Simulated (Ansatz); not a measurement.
Calculated ²³Na NMR of the central transition for NaBOF₂

Cell: a Materials Project structure (computed, not necessarily an observed phase), taken as it stands.

```cif
data_structure
_symmetry_space_group_name_H-M 'P 1'
_symmetry_Int_Tables_number 1
_cell_length_a 6.9174
_cell_length_b 6.9174
_cell_length_c 9.4427
_cell_angle_alpha 110.315
_cell_angle_beta 110.315
_cell_angle_gamma 60.350
_cell_volume 359.62
loop_
_atom_site_label
_atom_site_type_symbol
_atom_site_fract_x
_atom_site_fract_y
_atom_site_fract_z
_atom_site_occupancy
Na1 Na 0.00000 0.50000 0.50000 1
Na2 Na 0.50000 0.00000 0.00000 1
Na3 Na 0.86861 0.31770 0.99815 1
Na4 Na 0.68230 0.13139 0.50185 1
Na5 Na 0.13139 0.68230 0.00185 1
Na6 Na 0.31770 0.86861 0.49815 1
B7 B 0.21081 0.78919 0.75000 1
B8 B 0.78919 0.21081 0.25000 1
B9 B 0.62928 0.57925 0.74564 1
B10 B 0.42075 0.37072 0.75436 1
B11 B 0.37072 0.42075 0.25436 1
B12 B 0.57925 0.62928 0.24564 1
O13 O 0.41844 0.78168 0.74462 1
O14 O 0.21832 0.58156 0.75538 1
O15 O 0.58156 0.21832 0.25538 1
O16 O 0.78168 0.41844 0.24463 1
O17 O 0.62252 0.37748 0.75000 1
O18 O 0.37748 0.62252 0.25000 1
F19 F 0.80047 0.62674 0.88239 1
F20 F 0.37326 0.19953 0.61761 1
F21 F 0.19953 0.37326 0.11761 1
F22 F 0.62674 0.80047 0.38239 1
F23 F 0.12692 0.96581 0.88499 1
F24 F 0.03419 0.87308 0.61501 1
F25 F 0.87308 0.03419 0.11501 1
F26 F 0.96581 0.12692 0.38499 1
F27 F 0.71778 0.53426 0.61230 1
F28 F 0.46574 0.28222 0.88770 1
F29 F 0.28222 0.46574 0.38770 1
F30 F 0.53426 0.71778 0.11230 1
```

Atom numbers follow the list; atoms alike are taken as one site, whose name carries the number of the first.

All values are calculated (Ansatz; DFT, PBE, plane waves and PAW, scalar-relativistic, 420 eV cutoff, Γ-centred 4×4×3 k-points, Fermi–Dirac smearing 0.02 eV), not measured.

²³Na has I = 3/2 and Q = 104.0 mb (Pyykkö 2018); at 7.05 T its Larmor frequency is ν₀ = 79.4 MHz. Only the quadrupole interaction is simulated: positions count from each site's isotropic chemical shift, and J coupling is left out, as are shift anisotropy and dipolar coupling, which fast spinning averages.

Simulated pattern of one Na site (fast magic-angle spinning, Gaussian broadening 0.3 kHz):

(offset (kHz), height): (-5.461, 0), (-5.281, 2), (-5.101, 7), (-4.921, 9), (-4.741, 10), (-4.561, 10), (-4.381, 11), (-4.201, 14), (-4.022, 25), (-3.842, 33), (-3.662, 36), (-3.482, 40), (-3.302, 45), (-3.122, 56), (-2.942, 85), (-2.762, 100), (-2.583, 86), (-2.403, 76), (-2.223, 74), (-2.043, 76), (-1.863, 82), (-1.683, 96), (-1.503, 97), (-1.323, 80), (-1.143, 67), (-0.964, 60), (-0.784, 55), (-0.604, 51), (-0.424, 46), (-0.244, 30), (-0.064, 8), (0.116, 1)

Problem. Which |C_Q| and η does the pattern imply?

Solution. The pattern spans 5.01 kHz before broadening and its centre of gravity is at -2.16 kHz, which fixes P_Q; the places of the horns and steps fix η. That gives P_Q = 2.62 MHz, |C_Q| = 2.52 MHz and η = 0.48, the values that the calculation gives site Na1 (2 O at 2.40 Å, 6 F at 2.41–2.55 Å). The other sites have |C_Q| = 2.15 MHz. The sign of C_Q can't be read from the pattern.
